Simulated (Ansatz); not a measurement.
Sn, DFT, PBEsol, all-electron LAPW, scalar-relativistic (Ansatz 0.2.0), run on 1 thread of Arm Neoverse V1 on a shared host.

The geometry is COD entry 1540069, unchecked; take it as a test cell.

Command: `ansatz run input.yaml --threads 1 --pin off --max-ram 3072MiB --backend cpu --events-out ev --progress --plain --runs-dir out`

```yaml
crystal:
  lattice:
    - [-1.59075, 1.59075, 2.91565]
    - [1.59075, -1.59075, 2.91565]
    - [1.59075, 1.59075, -2.91565]
  atoms:
    - { symbol: Sn, position: [0.0, 0.0, 0.0] }
kpoints:
  mp_grid: { grid: [18, 18, 18] }
  band_path:
    path:
      - [0.0, 0.0, 0.0]
      - [0.0, 0.0, 0.5]
      - [0.25, 0.25, 0.25]
      - [0.0, 0.5, 0.0]
      - [0.0, 0.0, 0.0]
      - [0.5, 0.5, -0.5]
      - [0.3244171603, 0.6755828397, -0.3244171603]
      - [-0.3244171603, 0.3244171603, 0.3244171603]
      - [0.0, 0.0, 0.0]
    npoints: 14
scf:
  occupations: { method: fermi_dirac, width: 0.03 }
hamiltonian:
  xc: pbesol
  pseudopotentials: { kind: all_electron, lapw: { basis_error: 0.001 } }
output:
  forces: true
  stress: true
  eigenvalues: true
  populations: true
  dos: { projected: true, de: 0.2, e_range: [-14, 8] }
```

Question: How large is the problem that the program sets up?

Answer: 480 irreducible k-points, 171 plane waves at Γ, 15 bands.

Question: About how long does it take, and how much memory does it use?

Answer: 42 s of wall time for 8 SCF iterations, with a peak of 0.52 GiB. Times on shared machines scatter by tens of per cent.

Question: And the same cell and mesh by frozen-core PAW, asked for forces, stress, eigenvalues, efg, populations, bader, dos, write_density, write_potential, elf and the same band path, on the same hardware?

Answer: 19 s, peak memory 0.45 GiB.

Question: And the same cell and mesh by all-electron PAW (datasets made for this crystal), asked for forces, stress, eigenvalues, efg and the same band path, on the same hardware?

Answer: 27 s, peak memory 0.55 GiB.
